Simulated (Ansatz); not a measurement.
# Mechanical response of LuBi (Fm-3m)

```
Lu Bi
1.0
     0.00000    3.06632    3.06632
     3.06632    0.00000    3.06632
     3.06632    3.06632    0.00000
Lu Bi
1 1
Direct
  0.50000 0.50000 0.50000
  0.00000 0.00000 0.00000
```

Level of theory, where no other is named: PBEsol, all-electron LAPW in Ansatz 0.2.0, scalar-relativistic. k mesh 12×12×12, strains of ±0.005, Fermi-Dirac smearing of 0.100 eV, basis error target 1 meV/atom. The cell was relaxed by PAW under this functional. The structure is one entry of a database and needn't be the stable phase.

The cell is cubic and carries a residual pressure of 0.02 GPa at this level. Each strain component that symmetry leaves independent is applied at ±0.005, the ions relax wherever a strain frees them, and the stress (tension positive, GPa) is read. Shears are engineering strains, γ = 2ε.

| strain | size | σxx | σyy | σzz | σyz | σxz | σxy |
| --- | --- | --- | --- | --- | --- | --- | --- |
| xx | -0.005 | -0.7915 | -0.0974 | -0.0974 | 0.0000 | 0.0000 | 0.0000 |
| xx | +0.005 | 0.7132 | 0.0662 | 0.0662 | 0.0000 | 0.0000 | 0.0000 |
| yz | -0.005 | -0.0152 | -0.0154 | -0.0154 | -0.1166 | 0.0000 | 0.0000 |
| yz | +0.005 | -0.0152 | -0.0154 | -0.0154 | 0.1166 | 0.0000 | 0.0000 |

A central difference gives one constant, for example C11 ≈ (0.7132 − (-0.7915))/(0.01) = 150.5 GPa; the program then imposes the crystal's symmetry on the whole matrix.

What are the independent elastic constants?

C11 = 150.5, C12 = 16.4, C44 = 23.3 GPa.

Do they meet the Born conditions?

C11 − C12 = 134.1, C11 + 2C12 = 183.2 and C44 = 23.3 GPa must all be positive, so the crystal is elastically stable; that says nothing yet of its phonons.

What moduli does a random aggregate of grains have?

B = (C11 + 2C12)/3 = 61.1 GPa. G_V = (C11 − C12 + 3C44)/5 = 40.8 and G_R = 5(C11 − C12)C44/(4C44 + 3(C11 − C12)) = 31.6, so G_H = 36.2 GPa. Then E = 9BG/(3B + G) = 90.7 GPa, ν = (3B − 2G)/(6B + 2G) = 0.253 and B/G = 1.69, on the brittle side of Pugh's 1.75 (a rule of thumb).

With the density of 11.057 g/cm³, how fast does sound travel, and what Debye temperature follows?

```csv
direction,slow (m/s),middle (m/s),fast (m/s)
[100],1452,1452,3689
[110],1452,2463,3107
[111],2179,2179,2887
```

The mean of v⁻³ over directions and branches gives v_m = 1951 m/s and θ_D = (ħ/k_B) v_m (6π²n)^(1/3) = 189 K, n being atoms per volume. Young's modulus spans 62 to 147 GPa over directions, and the universal anisotropy index is 1.47.

How far do the constants move if PAW replaces LAPW in the same cell?

| constant | LAPW (GPa) | PAW (GPa) | difference |
| --- | --- | --- | --- |
| C11 | 150.5 | 150.4 | -0.1 |
| C12 | 16.4 | 16.4 | 0.0 |
| C44 | 23.3 | 23.3 | 0.0 |

How far do the constants move if all-electron PAW (datasets made for the crystal) replaces LAPW in the same cell?

| constant | LAPW (GPa) | all-electron PAW (datasets made for the crystal) (GPa) | difference |
| --- | --- | --- | --- |
| C11 | 150.5 | 150.4 | -0.1 |
| C12 | 16.4 | 16.4 | 0.0 |
| C44 | 23.3 | 23.3 | 0.0 |

What happens at 30 GPa (cell relaxed there)?

The volume falls to 0.7591 of its value, and C11 = 438.8, C12 = 38.1, C44 = 14.2 GPa (slopes of the stress), in this structure whether or not another phase takes over.

Known limits: responses of metals move with mesh and smearing; no spin-orbit coupling on heavy atoms; the frozen-core PAW files of the compared runs were fitted under PBE, their cores solved anew for this functional.
